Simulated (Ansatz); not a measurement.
Values for one crystal, relaxed and computed with r²SCAN in the plane-wave PAW code Ansatz; other levels are named.

| Property | Result |
|---|---|
| Volume per atom | 31.46 Å³ |
| Band gap | 1.06 eV (indirect) |
| Smallest direct gap on the standard path | 1.35 eV |
| Conduction-band minimum | on the Γ–S0 line, 70 % of the way from Γ (k = 0.000, 0.240, -0.240) (6 equivalent valleys) |
| Valence-band maximum | at T |
| Formation energy from the elements (no fitted shifts) | -33 kJ/mol of atoms |

Question: Which of these materials gives this?
A) NiI2, R-3m (Ni on 3a, I on 6c)
B) GaGeTe, R-3m (Ga on 6c, Ge on 6c, Te on 6c)
C) MgH2, rutile
D) BaF2, fluorite

Answer: A, NiI2, R-3m (Ni on 3a, I on 6c)

The first step of the workflow began from a Materials Project structure, measured or hypothetical; the Crystallography Open Database files this formula in space group No. 166, but the cells were not matched. Whether it is the stable phase at ambient conditions was not checked. Symmetry was held in the r²SCAN relaxation; its stability against distortions is not shown here. The final state is ferromagnetic, chosen from 4 collinear starts compared on coarse meshes (ties went to the first, and starts can fall back to one state), not a proven ground state. Other orbital occupations within this spin state were not tried. No Hubbard U is applied. A crystal of weakly bound layers computed without a dispersion correction: the cell and the soft elastic constants depend strongly on that. The references are the lowest solids computed at this level, not always the standard phases. Spin–orbit coupling is left out wherever it is not named.

Potentials: the later of the program's two PAW sets.
